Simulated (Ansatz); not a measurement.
ZrMo:
```cif
data_MoZr
_chemical_formula_sum 'Mo1 Zr1'
_space_group_name_H-M_alt 'P 1'
_space_group_IT_number 1
_cell_length_a 3.83366
_cell_length_b 3.83366
_cell_length_c 3.83366
_cell_angle_alpha 60.000
_cell_angle_beta 60.000
_cell_angle_gamma 60.000
loop_
_space_group_symop_operation_xyz
  'x, y, z'
loop_
_atom_site_label
_atom_site_type_symbol
_atom_site_fract_x
_atom_site_fract_y
_atom_site_fract_z
_atom_site_occupancy
Mo1 Mo 0.00000 0.00000 0.00000 1
Zr1 Zr 0.50000 0.50000 0.50000 1
```

Relaxed with PBEsol in the plane-wave PAW code Ansatz. Indices refer to the conventional cell of Fm-3m, a = 5.422 Å, b = 5.422 Å, c = 5.422 Å, α = 90.00°, β = 90.00°, γ = 90.00°.

Simulate the powder diffraction pattern (Ag Kα, λ = 0.560885 Å; lines above 1 %) up to 2θ = 30°.

Simulated powder pattern, Ag Kα, λ = 0.560885 Å (kinematic, ideal powder, no thermal factors, no anomalous dispersion; the 30 strongest lines at most, above 1 %, up to 2θ = 30°):

```
2θ (°)  d (Å)  I/Imax (%)    hkl
------  -----  ----------  -----
11.88   2.711         100  (200)
16.83   1.917          78  (220)
20.64   1.565          29  (222)
23.88   1.355          14  (400)
26.75   1.212          39  (420)
29.36   1.107          29  (422)
```

The start of the workflow was typed in or built on a structure type; neither database checked (COD, Materials Project) lists it. Whether it is the stable phase at ambient conditions was not checked. The PBEsol relaxation kept the symmetry of its start. At this level the phase is mechanically unstable. No spin polarisation was allowed. Its formation energy is positive at this level, so the cell may be metastable or incomplete.

Potentials: the earlier of the program's two PAW sets. The files were generated under PBE; for other functionals the program regenerates the frozen cores, and for LDA and PBEsol the local potential too.
